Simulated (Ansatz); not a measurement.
## Relaxing yttrium (dhcp)

Theory: DFT, revPBE, plane waves (420 eV) with PAW, scalar-relativistic (Ansatz). The PAW files were generated under PBE, with cores re-solved for the functional.

k-point mesh 10×10×3, Fermi-Dirac smearing 0.1 eV, no spin polarisation. Cell and atoms relax.

Starting structure:

```yaml
crystal:
  lattice:
    - [3.60075, 0.00000, 0.00000]
    - [-1.80038, 3.11834, 0.00000]
    - [0.00000, 0.00000, 11.76006]
  atoms:
    - { symbol: Y, position: [0.00000, 0.00000, 0.00000] }
    - { symbol: Y, position: [0.00000, 0.00000, 0.50000] }
    - { symbol: Y, position: [0.33333, 0.66667, 0.25000] }
    - { symbol: Y, position: [0.66667, 0.33333, 0.75000] }
```

**Question.** What cell does the relaxation end in?

**Answer.** P6_3/mmc with a = 3.644 Å, c = 11.690 Å (c/a = 3.208); 33.61 Å³ per atom against 33.01 at the start (1.8 %).

**Question.** How much energy does the relaxation gain?

**Answer.** 2.5 meV per atom.
